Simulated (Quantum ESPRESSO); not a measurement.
Zr5RuPtSn, one run as intended and one with a planted mistake

A calculation, not a measurement. The program is pw.x of Quantum ESPRESSO 7.5 (plane-wave density functional theory). The cell is made up: eight metal atoms on a hexagonal close-packed lattice, with elements, volume, strain and displacements drawn at random and not relaxed, so it may be unstable or far from any real phase. PseudoDojo standard norm-conserving files set the functional (PBE unless stated); there is no spin polarisation or spin-orbit coupling, the Fermi-Dirac width of 0.25 eV means electrons at about 2900 K, and the masses in the input are unused placeholders. The tin pseudopotential is less sure than most, with forces differing by about three percent from a second method on plain tin. Heavy elements are run without spin-orbit coupling, which real alloys of them have. A spin test at this wide smearing found no moment, but such smearing suppresses magnetism that the real alloy may have.

Intended input:

```
&control calculation='scf', pseudo_dir='./dojo.nc.sr.pbe.v0_5.standard.upf', outdir='./o', disk_io='minimal', tprnfor=.true., tstress=.true. /
&system ibrav=0, nat=8, ntyp=4, nbnd=71, ecutwfc=84.00895049, nosym=.true., tot_charge=0,
 occupations='smearing', smearing='fd', degauss=0.0183746611
/
&electrons conv_thr=1.470e-08, electron_maxstep=70, mixing_beta=0.5 /
ATOMIC_SPECIES
Pt 1.0 Pt.upf
Ru 1.0 Ru.upf
Sn 1.0 Sn.upf
Zr 1.0 Zr.upf
CELL_PARAMETERS angstrom
-0.0089 0.0378 -4.8687
-0.0222 5.3519 -0.041
6.2023 -0.0256 0.0112
ATOMIC_POSITIONS angstrom
Zr -0.0359 -0.0489 0.0174
Zr 3.0982 -0.0775 -0.004
Zr 1.5767 2.6909 -0.045
Ru 4.6503 2.6891 0.0048
Zr -0.054 1.732 -2.5007
Pt 3.1147 1.7418 -2.4518
Zr 1.5222 4.519 -2.5177
Sn 4.661 4.5036 -2.5024
K_POINTS automatic
5 5 4 1 1 1
```

The log is shortened where brackets say so; the opening notice, blank lines, dates and the lines on written files are dropped, and the path of the files is cut. It prints rydbergs, bohrs and kilobars, and counts compression as positive stress. Its total energy is the free energy E - TS of the whole cell.

Log of the intended run:

```
     Program PWSCF v.7.5
     Parallel version (MPI & OpenMP), running on       4 processor cores
     Number of MPI processes:                 4
     Threads/MPI process:                     1
     [start-up lines left out]
     bravais-lattice index     =            0
     lattice parameter (alat)  =       9.2008  a.u.
     unit-cell volume          =    1090.5252 (a.u.)^3
     number of atoms/cell      =            8
     number of atomic types    =            4
     number of electrons       =       108.00
     number of Kohn-Sham states=           71
     kinetic-energy cutoff     =      84.0090  Ry
     charge density cutoff     =     336.0358  Ry
     scf convergence threshold =      1.5E-08
     mixing beta               =       0.5000
     number of iterations used =            8  plain     mixing
     Exchange-correlation= PBE
                           (   1   4   3   4   0   0   0)
     [axes and pseudopotential details left out]
   Cartesian axes
     site n.     atom                  positions (alat units)
         1        Zr     tau(   1) = (  -0.0073734  -0.0100434   0.0035737  )
         2        Zr     tau(   2) = (   0.6363303  -0.0159175  -0.0008215  )
         3        Zr     tau(   3) = (   0.3238338   0.5526762  -0.0092424  )
         4        Ru     tau(   4) = (   0.9551116   0.5523065   0.0009859  )
         5        Zr     tau(   5) = (  -0.0110909   0.3557305  -0.5136115  )
         6        Pt     tau(   6) = (   0.6397192   0.3577433  -0.5035681  )
         7        Zr     tau(   7) = (   0.3126402   0.9281443  -0.5171031  )
         8        Sn     tau(   8) = (   0.9573093   0.9249814  -0.5139607  )
     number of k points=    50  Fermi-Dirac smearing, width (Ry)=  0.0184
                       cart. coord. in units 2pi/alat
        k(    1) = (   0.0986797   0.0906216  -0.0994800), wk =   0.0400000
        k(    2) = (   0.2949357   0.0914329  -0.0998324), wk =   0.0400000
     [further k points left out]
     Dense  grid:   113447 G-vectors     FFT dimensions: (  54,  60,  72)
     Estimated max dynamical RAM per process >     399.50 MB
     Estimated total dynamical RAM >       1.48 GB
     Initial potential from superposition of free atoms
     starting charge     107.9857, renormalised to     108.0000
     Starting wfcs are   79 randomized atomic wfcs
     total cpu time spent up to now is        7.4 secs
     per-process dynamical memory:   311.2 Mb
     Self-consistent Calculation
     iteration #  1     ecut=    84.01 Ry     beta= 0.50
     Davidson diagonalization with overlap
     ethr =  1.00E-02,  avg # of iterations =  2.3
     total cpu time spent up to now is       22.7 secs
     total energy              =   -1124.35466766 Ry
     estimated scf accuracy    <       4.69680656 Ry
     iteration #  2     ecut=    84.01 Ry     beta= 0.50
     Davidson diagonalization with overlap
     ethr =  4.35E-03,  avg # of iterations =  3.1
     total cpu time spent up to now is       40.3 secs
     total energy              =   -1125.45139457 Ry
     estimated scf accuracy    <      29.69186703 Ry
     [iterations 3 to 16 left out]
     iteration # 17     ecut=    84.01 Ry     beta= 0.50
     Davidson diagonalization with overlap
     ethr =  1.74E-10,  avg # of iterations =  1.8
     total cpu time spent up to now is      257.8 secs
     total energy              =   -1127.33378110 Ry
     estimated scf accuracy    <       0.00000003 Ry
     iteration # 18     ecut=    84.01 Ry     beta= 0.50
     Davidson diagonalization with overlap
     ethr =  2.68E-11,  avg # of iterations =  2.6
     total cpu time spent up to now is      271.7 secs
     End of self-consistent calculation
     [lines on levels left out]
!    total energy              =   -1127.33378110 Ry
     estimated scf accuracy    <          5.3E-09 Ry
     smearing contrib. (-TS)   =      -0.13995478 Ry
     internal energy E=F+TS    =   -1127.19382632 Ry
     The total energy is F=E-TS. E is the sum of the following terms:
     one-electron contribution =    -265.80437551 Ry
     hartree contribution      =     190.24628028 Ry
     xc contribution           =    -226.25176165 Ry
     ewald contribution        =    -825.38396944 Ry
     convergence has been achieved in  18 iterations
     Forces acting on atoms (cartesian axes, Ry/au):
     atom    1 type  4   force =    -0.00983735   -0.02304630   -0.02962627
     atom    2 type  4   force =     0.02691796    0.05473264   -0.00791892
     atom    3 type  4   force =     0.03312426   -0.03332243   -0.00772724
     atom    4 type  2   force =     0.00953273    0.00316408   -0.00415742
     atom    5 type  4   force =    -0.04128195    0.05464385    0.01410625
     atom    6 type  1   force =    -0.01764075    0.00598068    0.00044828
     atom    7 type  4   force =     0.02700201   -0.00638421    0.01945937
     atom    8 type  3   force =    -0.02781691   -0.05576830    0.01541595
     Total force =     0.134835     Total SCF correction =     0.000331
     Computing stress (Cartesian axis) and pressure
          total   stress  (Ry/bohr**3)                   (kbar)     P=       20.82
   0.00002176   0.00015692  -0.00002253            3.20       23.08       -3.31
   0.00015692  -0.00000623   0.00000452           23.08       -0.92        0.67
  -0.00002253   0.00000452   0.00040906           -3.31        0.67       60.17
     init_run     :      6.92s CPU      7.20s WALL (       1 calls)
     electrons    :    257.96s CPU    264.38s WALL (       1 calls)
     forces       :      2.53s CPU      2.55s WALL (       1 calls)
     stress       :      8.96s CPU      9.14s WALL (       1 calls)
     [timing details left out]
     PWSCF        :   4m36.53s CPU   4m43.53s WALL
     JOB DONE.
```

A second run has one planted mistake: one atom is of a wrong element. The input lines that differ:

```
- &system ibrav=0, nat=8, ntyp=4, nbnd=71, ecutwfc=84.00895049, nosym=.true., tot_charge=0,
+ &system ibrav=0, nat=8, ntyp=5, nbnd=75, ecutwfc=84.00895049, nosym=.true., tot_charge=0,
+ Au 1.0 Au.upf
- Zr 1.5222 4.519 -2.5177
+ Au 1.5222 4.519 -2.5177
```

Its log:

```
     Program PWSCF v.7.5
     Parallel version (MPI & OpenMP), running on       4 processor cores
     Number of MPI processes:                 4
     Threads/MPI process:                     1
     [start-up lines left out]
     bravais-lattice index     =            0
     lattice parameter (alat)  =       9.2008  a.u.
     unit-cell volume          =    1090.5252 (a.u.)^3
     number of atoms/cell      =            8
     number of atomic types    =            5
     number of electrons       =       115.00
     number of Kohn-Sham states=           75
     kinetic-energy cutoff     =      84.0090  Ry
     charge density cutoff     =     336.0358  Ry
     scf convergence threshold =      1.5E-08
     mixing beta               =       0.5000
     number of iterations used =            8  plain     mixing
     Exchange-correlation= PBE
                           (   1   4   3   4   0   0   0)
     [axes and pseudopotential details left out]
   Cartesian axes
     site n.     atom                  positions (alat units)
         1        Zr     tau(   1) = (  -0.0073734  -0.0100434   0.0035737  )
         2        Zr     tau(   2) = (   0.6363303  -0.0159175  -0.0008215  )
         3        Zr     tau(   3) = (   0.3238338   0.5526762  -0.0092424  )
         4        Ru     tau(   4) = (   0.9551116   0.5523065   0.0009859  )
         5        Zr     tau(   5) = (  -0.0110909   0.3557305  -0.5136115  )
         6        Pt     tau(   6) = (   0.6397192   0.3577433  -0.5035681  )
         7        Au     tau(   7) = (   0.3126402   0.9281443  -0.5171031  )
         8        Sn     tau(   8) = (   0.9573093   0.9249814  -0.5139607  )
     number of k points=    50  Fermi-Dirac smearing, width (Ry)=  0.0184
                       cart. coord. in units 2pi/alat
        k(    1) = (   0.0986797   0.0906216  -0.0994800), wk =   0.0400000
        k(    2) = (   0.2949357   0.0914329  -0.0998324), wk =   0.0400000
     [further k points left out]
     Dense  grid:   113447 G-vectors     FFT dimensions: (  54,  60,  72)
     Estimated max dynamical RAM per process >     423.72 MB
     Estimated total dynamical RAM >       1.57 GB
     Initial potential from superposition of free atoms
     starting charge     114.9880, renormalised to     115.0000
     Starting wfcs are   79 randomized atomic wfcs
     total cpu time spent up to now is        7.8 secs
     per-process dynamical memory:   327.8 Mb
     Self-consistent Calculation
     iteration #  1     ecut=    84.01 Ry     beta= 0.50
     Davidson diagonalization with overlap
     ethr =  1.00E-02,  avg # of iterations =  2.8
     total cpu time spent up to now is       25.5 secs
     total energy              =   -1320.68251577 Ry
     estimated scf accuracy    <       3.20843821 Ry
     iteration #  2     ecut=    84.01 Ry     beta= 0.50
     Davidson diagonalization with overlap
     ethr =  2.79E-03,  avg # of iterations =  3.1
     total cpu time spent up to now is       44.7 secs
     total energy              =   -1321.32263552 Ry
     estimated scf accuracy    <      13.96257005 Ry
     [iterations 3 to 15 left out]
     iteration # 16     ecut=    84.01 Ry     beta= 0.50
     Davidson diagonalization with overlap
     ethr =  7.47E-11,  avg # of iterations =  1.9
     total cpu time spent up to now is      263.9 secs
     total energy              =   -1322.54705236 Ry
     estimated scf accuracy    <       0.00000004 Ry
     iteration # 17     ecut=    84.01 Ry     beta= 0.50
     Davidson diagonalization with overlap
     ethr =  3.11E-11,  avg # of iterations =  1.1
     total cpu time spent up to now is      277.2 secs
     End of self-consistent calculation
     [lines on levels left out]
!    total energy              =   -1322.54705236 Ry
     estimated scf accuracy    <          6.7E-10 Ry
     smearing contrib. (-TS)   =      -0.13029564 Ry
     internal energy E=F+TS    =   -1322.41675672 Ry
     The total energy is F=E-TS. E is the sum of the following terms:
     one-electron contribution =    -363.48667816 Ry
     hartree contribution      =     241.01687849 Ry
     xc contribution           =    -258.01300890 Ry
     ewald contribution        =    -941.93394815 Ry
     convergence has been achieved in  17 iterations
     Forces acting on atoms (cartesian axes, Ry/au):
     atom    1 type  5   force =    -0.00558084   -0.02078365   -0.02476541
     atom    2 type  5   force =    -0.00339601    0.05715633   -0.00579149
     atom    3 type  5   force =     0.03728751   -0.01502068   -0.00515738
     atom    4 type  3   force =     0.01731207    0.00159526   -0.00513138
     atom    5 type  5   force =    -0.01099349    0.03928339    0.01349353
     atom    6 type  2   force =    -0.02033524    0.00518915    0.00099384
     atom    7 type  1   force =     0.01046357   -0.00531575    0.01154749
     atom    8 type  4   force =    -0.02475757   -0.06210406    0.01481080
     Total force =     0.116651     Total SCF correction =     0.000119
     Computing stress (Cartesian axis) and pressure
          total   stress  (Ry/bohr**3)                   (kbar)     P=      -27.42
  -0.00023054   0.00009291  -0.00002204          -33.91       13.67       -3.24
   0.00009291  -0.00029538   0.00001496           13.67      -43.45        2.20
  -0.00002204   0.00001496  -0.00003332           -3.24        2.20       -4.90
     init_run     :      6.98s CPU      7.31s WALL (       1 calls)
     electrons    :    263.54s CPU    269.37s WALL (       1 calls)
     forces       :      2.73s CPU      2.75s WALL (       1 calls)
     stress       :      9.65s CPU      9.82s WALL (       1 calls)
     [timing details left out]
     PWSCF        :   4m43.40s CPU   4m49.83s WALL
     JOB DONE.
```

```
                                            intended run  run with the mistake
                          free energy (eV)    -15338.157            -17994.169
         entropy term -TS, part of it (eV)        -1.904                -1.773
                            pressure (GPa)          2.08                 -2.74
size of the largest force component (eV/Å)         1.434                 1.597
largest change of a force component (eV/Å)                               0.779
                                iterations            18                    17
```

For scale, a rerun of the intended cell at a higher cutoff and on a denser mesh moved values by no more than 0.004 eV in energy, 0.02 GPa in stress and 0.006 eV/Å in force, and a second program with other atomic files agreed on that cell to 2 % rms in force and 0.5 GPa in pressure. Files of another functional or element have another zero of energy, so the energy change says nothing on stability. The number of bands, nbnd, was set by rule from the electron count, so it follows the mistake.